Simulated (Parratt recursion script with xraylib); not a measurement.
# Surface roughness and fringe height: Ag on Si

| layer, from the top | thickness (Å) | density (g/cm³) | rms roughness of its top face (Å) | δ (10⁻⁶) | β (10⁻⁶) |
|---|---|---|---|---|---|
| Ag | 300 | 10.363 | varied | 39.04 | 4.655 |
| Si (substrate) | – | 2.313 | 3.3 | 10.18 | 0.3216 |

The refractive index is n = 1 − δ + iβ. Vacuum lies above.

Densities are inputs, not measurements. They were set from computed cells of the Materials Project: Ag from entry mp-124 (Fm-3m, 10.363 g/cm³); Si from entry mp-149 (Fd-3m, 2.313 g/cm³). A layer's crystal structure does not enter its constants, only its composition and density.

Method: specular X-ray reflectivity, Parratt recursion, Névot-Croce roughness, xraylib tables (Parratt recursion script with xraylib 4.3.0).

Photon energy 6.93 keV (λ = 1.7891 Å), s polarisation. The grazing angle θ is scanned from 0.05° to 4.65° in 900 evenly spaced points, and the curve is smoothed with a Gaussian of 0.004° full width. A maximum is a scan point above both neighbours; its place and height come from a parabola through R at the three points.

The table follows two fringe maxima, those next to orders 10.5 and 24.5 of m = (2d/λ)(sin²θ − 2δ)^½, through runs that differ in the roughness σ₁ of the film surface alone.

```
σ₁ (Å)  θ of the first (°)      R there  θ of the second (°)      R there
------  ------------------  -----------  -------------------  -----------
4                    1.861            ?                4.217            ?
6                    1.860  2.53 × 10⁻⁴                4.202  3.59 × 10⁻⁷
```

Problem. Estimate the two heights for σ₁ = 4 Å.

Solution. At a maximum the amplitudes from the film's two faces add: R ≈ (|r₁|g₁ + |r₂|g₂A)². Here q₀ = 4π sin θ/λ, qⱼ = (q₀² − 32π²δⱼ/λ²)^½ (1 film, 2 substrate), |r₁| = |q₀² − q₁²|/(q₀ + q₁)², |r₂| = |q₁² − q₂²|/(q₁ + q₂)² with the numerators taken from the constants, g₁ = exp(−q₀q₁σ₁²/2), g₂ = exp(−q₁q₂σ₂²/2), and A = exp(−16π²β₁d/(λ²q₁)) for absorption in the film.

Check on a shown row, σ₁ = 6 Å, second maximum: q₀ = 0.5147, q₁ = 0.5109, q₂ = 0.5137 Å⁻¹; |r₁| = 0.00366, |r₂| = 0.00271; g₁ = 0.00880, g₂ = 0.240, A = 0.874; R ≈ 3.61 × 10⁻⁷ against 3.59 × 10⁻⁷ in the table.

- σ₁ = 4 Å, first maximum: q₀ = 0.2281, q₁ = 0.2195, q₂ = 0.2259 Å⁻¹; |r₁| = 0.0192, |r₂| = 0.0144; g₁ = 0.670, g₂ = 0.763, A = 0.731; R ≈ 4.37 × 10⁻⁴.
- σ₁ = 4 Å, second maximum: q₀ = 0.5165, q₁ = 0.5128, q₂ = 0.5155 Å⁻¹; |r₁| = 0.00364, |r₂| = 0.00269; g₁ = 0.120, g₂ = 0.237, A = 0.874; R ≈ 9.88 × 10⁻⁷.

The run gave 4.41 × 10⁻⁴ and 1.00 × 10⁻⁶; the estimates are 0.99 and 0.99 times these.
